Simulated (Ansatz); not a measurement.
Sheets of one type (MA2Z4 (prismatic core, outer Z over the empty site)-type), DFT-PBE in the program Ansatz with PAW potentials; HSE06 gaps on those cells.

```tsv
layer	a (Å)	thickness (Å)
VGe2P4	3.570	9.51
WGe2P4	(withheld)	(withheld)
TaGe2P4	3.621	9.65
NbGe2P4	3.620	9.66
WGe2N4	3.022	7.42
```

Some entries are withheld; supply them.


- WGe2P4, a (Å): 3.549
- WGe2P4, thickness (Å): 9.63

Spin orders computed, not proven ground states: VGe2P4, MA2Z4 (prismatic core, outer Z over the empty site)-type layer ferromagnetic. Began spin-polarised and lost the moments: TaGe2P4, MA2Z4 (prismatic core, outer Z over the empty site)-type layer; NbGe2P4, MA2Z4 (prismatic core, outer Z over the empty site)-type layer. All cells were relaxed under the symmetry of their starts (and spin orders); stability against distortions was not tested throughout. Rows with no word on spin ran without spin polarisation. Spin–orbit coupling is left out wherever it is not named. Constructed layers (a layer type filled with these elements): VGe2P4, MA2Z4 (prismatic core, outer Z over the empty site)-type layer; WGe2P4, MA2Z4 (prismatic core, outer Z over the empty site)-type layer; TaGe2P4, MA2Z4 (prismatic core, outer Z over the empty site)-type layer; NbGe2P4, MA2Z4 (prismatic core, outer Z over the empty site)-type layer; WGe2N4, MA2Z4 (prismatic core, outer Z over the empty site)-type layer.

Potentials: the later of the program's two PAW sets.
